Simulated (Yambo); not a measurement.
G0W0@LDA for BaNiF$_{6}$ (space group R-3m, No. 166) in Yambo (2×2×2 mesh, 7 Ry block, plasmon pole, screening fixed), without a terminator:

```csv
bands N in G,gap F → Γ (eV),shift of the valence edge (eV)
75,4.261,-0.825
116,4.258,-0.964
170,4.222,-1.060
```

Q: Extrapolate both columns to infinite N with E(N) = E∞ + A/N, test the form, and compare with the terminator.

A: From two points, E∞ = (N2 E2 − N1 E1)/(N2 − N1). The two largest N give 4.14 eV for the gap and -1.27 eV for the shift; the two smallest give 4.25 eV and -1.22 eV. For the gap the slopes A are 0.6 and 13 eV: the form isn't reached, and its limit is uncertain. For the shift the slopes A are 29 and 35 eV: the form isn't reached, and its limit is uncertain. With the Bruneval-Gonze terminator and 170 bands the run gives 4.21 eV and -1.27 eV, 0.06 eV and 0.00 eV from the extrapolated values: the terminator too is an estimate of the remainder. Block, mesh and the bands in W are held fixed.

Geometry of the Materials Project entry, not relaxed at this level; primitive cell a = 4.821 Å, b = 4.821 Å, c = 4.821 Å, α = 98.69°, β = 98.69°, γ = 98.69°.

The structure is a Materials Project entry; no match was found in the copy of COD used, and its stability was not checked.

The runs are not spin-polarised; magnetic order was not tried.

A shift is the quasiparticle energy of the state minus its LDA energy.
